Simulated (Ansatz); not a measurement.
Consider the following.

IrW:
```cif
data_Ir4W4
_chemical_formula_sum 'W4 Ir4'
_space_group_name_H-M_alt 'Cmcm'
_space_group_IT_number 63
_space_group_name_Hall '-C 2c 2'
_cell_length_a 2.75506
_cell_length_b 10.14065
_cell_length_c 4.29742
_cell_angle_alpha 90.000
_cell_angle_beta 90.000
_cell_angle_gamma 90.000
loop_
_atom_site_label
_atom_site_type_symbol
_atom_site_symmetry_multiplicity
_atom_site_Wyckoff_symbol
_atom_site_fract_x
_atom_site_fract_y
_atom_site_fract_z
_atom_site_occupancy
W1 W 4 c 0.00000 0.33638 0.25000 1
Ir1 Ir 4 c 0.00000 0.07524 0.25000 1
```
(The calculation used a cell of 4 atoms; values per cell refer to that cell.)

This is the PBEsol-relaxed structure.

Question: All from DFT-PBEsol in the program Ansatz with PAW potentials, unless another level is named. Predict the formation energy from the elements (no fitted shifts).

Answer: -0.13 eV/atom.

Question: And the density of states at the Fermi level?

Answer: 1.1 states/eV per atom (mean over ±0.08 eV).

The start of the workflow was typed in or built on a structure type; neither database checked (COD, Materials Project) lists it. COD files the formula under space group No. 51. Its standing as an ambient phase is unchecked. The PBEsol relaxation kept the symmetry of its start; whether a distortion lowers the energy is not shown. The run is not spin-polarised. The references are the lowest solids computed at this level, not always the standard phases. Scalar-relativistic: spin–orbit coupling is off unless named, which matters more the heavier the elements.

Potentials: the later of the program's two PAW sets.
